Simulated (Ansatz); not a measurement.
# CrGa$_{3}$: which magnetic state is lowest?

Computed with Ansatz, DFT PBE, scalar-relativistic, plane waves, PAW.

```
Ga Cr
1.0
     0.00000    3.25710    3.25710
     3.25710    0.00000    3.25710
     3.25710    3.25710    0.00000
Ga Cr
3 1
Direct
  0.25000 0.25000 0.25000
  0.75000 0.75000 0.75000
  0.50000 0.50000 0.50000
  0.00000 0.00000 0.00000
```

The plane-wave cutoff is 420 eV, the Γ-centred k-mesh is 12×12×12 and the occupation rule is Gaussian smearing, 0.1 eV. The list of starting moments (μB, in atom order) is 0 0 0 3 and the check for lower electronic states after the SCF is off.

Each order was relaxed in cell and atoms. A propagation vector, in units of the reciprocal vectors, doubles the cell, which takes an equally dense mesh. Site moments are spin moments in atom-centred spheres that scale with the neighbour distance. The states are those that the runs reached from these starts; a lower one can exist.

Problem. Starts tried: no spin; ferromagnetic; antiferromagnetic, doubled cell, propagation vector (0, 0, 1/2). Which state comes out lowest, and what are the moments?

Solution. The lowest state is ferromagnetic, reached from the start “ferromagnetic”, with site moments (μB) Cr +3.60.

```
                                                          start ends energy above lowest (meV/atom) site moments (μB) gap on mesh (eV) volume (Å³/atom)
                                                        no spin non-magnetic                             262      none over 0.05             metal             15.47
                                                  ferromagnetic ferromagnetic                            0.00            Cr +3.60             metal             17.28
antiferromagnetic, doubled cell, propagation vector (0, 0, 1/2) antiferromagnetic                            9.81  Cr +3.42, Cr -3.42             metal             17.16
```

Cost: 3 runs of about 6.2 core-minutes in all, on Intel Xeon 6975P-C (Granite Rapids) (shared hosts).